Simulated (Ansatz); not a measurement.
Ta₂BN:
```yaml
crystal:
  lattice:
    - [1.58013, 0.91229, 5.18288]
    - [-1.58013, 0.91229, 5.18288]
    - [0.00000, -1.82457, 5.18288]
  atoms:
    - { symbol: Ta, position: [0.74762, 0.74762, 0.74762] }
    - { symbol: Ta, position: [0.25238, 0.25238, 0.25238] }
    - { symbol: N, position: [0.50000, 0.50000, 0.50000] }
    - { symbol: B, position: [0.00000, 0.00000, 0.00000] }
```

Relaxed with PBEsol. Special points in fractions of this cell's reciprocal vectors: Γ (0.000, 0.000, 0.000); T (0.500, 0.500, 0.500); H2 (0.813, 0.187, 0.500); H0 (0.500, -0.187, 0.187); L (0.500, 0.000, 0.000); S0 (0.344, -0.344, 0.000); S2 (0.656, 0.000, 0.344); F (0.500, 0.000, 0.500).

Question: List the band energies nearest the Fermi level at these points for DFT-PBEsol in the program Ansatz with PAW potentials.

Answer: In eV from the Fermi level; about four levels below and three above (degenerate sets whole), none deeper than 8.9 eV; points with the same levels are listed once.

| k | below | above |
|---|---|---|
| Γ | -1.17 -1.17 -1.11 -0.47 -0.47 | 0.80 0.80 2.98 2.98 |
| T | -5.16 -5.16 -4.85 -2.92 -2.92 | 0.24 0.24 0.44 |
| H2 | -5.79 -4.36 -4.35 -3.20 | 0.09 0.91 2.53 |
| L | -5.33 -3.89 -2.66 -1.27 | 0.43 3.33 3.37 |
| S0 | -5.82 -4.48 -4.24 -3.24 | 0.14 1.62 1.67 |
| F | -4.36 -3.81 -1.81 -1.35 | 2.73 2.86 2.91 |

Space group R-3m. The start of the workflow was typed in or built on a structure type; neither database checked (COD, Materials Project) lists it. Its standing as an ambient phase is unchecked. Symmetry was held in the PBEsol relaxation; its stability against distortions is not shown here. No spin polarisation was allowed. Spin–orbit coupling is left out wherever it is not named.

Potentials: the earlier of the program's two PAW sets. The files were generated under PBE; for other functionals the program regenerates the frozen cores, and for LDA and PBEsol the local potential too.
